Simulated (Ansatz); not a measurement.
In (diamond, Fd-3m) under volume change, DFT-PBEsol in the program Ansatz with PAW potentials, scaled uniformly.

```
V (Å³/atom)  E − E(relaxed) (meV/atom)  P (GPa)
-----------  -------------------------  -------
32.196                            29.1     3.26
33.257                               …        …
34.319                             2.8     0.87
35.380                             0.0     0.00
36.441                             2.6    -0.76
37.503                               …        …
38.564                            20.9    -1.90
```

What belongs in the gaps?


- 33.257, E − E(relaxed) (meV/atom): 12.0
- 33.257, P (GPa): 1.94
- 37.503, E − E(relaxed) (meV/atom): 9.8
- 37.503, P (GPa): -1.41

What does a third-order Birch–Murnaghan fit give for V₀, B₀ and B′?

V₀ = 35.35 Å³/atom, B₀ = 27.4 GPa, B′ = 5.1.

The start of the workflow was typed in or built on a structure type; neither database checked (COD, Materials Project) lists it. It is not the phase usual at ambient conditions (space group No. 139). The PBEsol relaxation kept the symmetry of its start. At this level the phase is mechanically unstable. The volume moved by -16 % from the start of the relaxation. Scalar-relativistic: spin–orbit coupling is off unless named, which matters more the heavier the elements.

Potentials: the earlier of the program's two PAW sets. The files were generated under PBE; for other functionals the program regenerates the frozen cores, and for LDA and PBEsol the local potential too.
